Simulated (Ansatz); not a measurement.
**Frozen-phonon scan for TiN (rock salt)**

Relaxed TiN (rock salt):

```
TiN
1.0
    0.00000     4.23251     4.23251
    2.11625     0.00000     2.11625
    2.11625     2.11625     0.00000
N Ti
2 2
Direct
  0.00000   0.00000   0.00000
  0.50000   0.00000   0.00000
  0.25000   0.50000   0.50000
  0.75000   0.50000   0.50000
```

A phonon eigenvector at L = (0.5, 0.0, 0.0) is frozen into this cell: atom i moves by Q times the vector below, so Q is the largest atomic displacement, in Å. The cell is held. It is one choice among 2 degenerate patterns. (q is in reciprocal vectors of the primitive cell; the cell shown is doubled to hold the pattern.)

```
atom       x       y       z
----  ------  ------  ------
Ti3   -0.285   0.520  -0.805
Ti4    0.285  -0.520   0.805
```

Atoms not listed stay in place.

Calculation: r2SCAN (plane waves to 500 eV, PAW, scalar-relativistic; Ansatz, a program for electronic structure). k mesh 19×19×19 (Γ-centred), Fermi-Dirac smearing 0.05 eV. E stands for the smeared free energy. Compression counts positive. With partly filled bands, energies and forces of such displacements shift with the k mesh and the smearing. TiN is run without spin polarisation. TiN was relaxed with its symmetry unable to fall. ΔE is measured from the undisplaced structure.

```tsv
Q (Å)	ΔE (meV/cell)	P (GPa)	−dE/dQ from forces (eV/Å)
-0.100	65	1.6	1.385
-0.083	45	1.1	1.115
-0.067	28	0.7	0.866
-0.050	16	0.4	0.634
-0.033	7	0.2	0.414
-0.017	2	0.0	0.204
0.000	0	0.0	0.000
0.017	2	0.0	-0.204
0.033	7	0.2	-0.414
0.050	16	0.4	-0.634
0.067	28	0.7	-0.866
0.083	45	1.1	-1.115
0.100	65	1.6	-1.385
```

Key numbers:

Energy at Q = 0.100 Å: 65 meV/cell
Space group of the distorted cell: P-1 (No. 2), lowered from Fm-3m
Symmetry of the curve: even: the same for both signs
Shape of the curve: a single well with its minimum at or next to zero displacement
Harmonic wavenumber from the curvature (finite differences): 186 cm⁻¹
Wavenumber by perturbation theory (DFPT, on another k mesh): 187 cm⁻¹

(For displaced atoms, the force is minus the slope of the energy, and its curvature is a force constant, which sets phonon frequencies.)
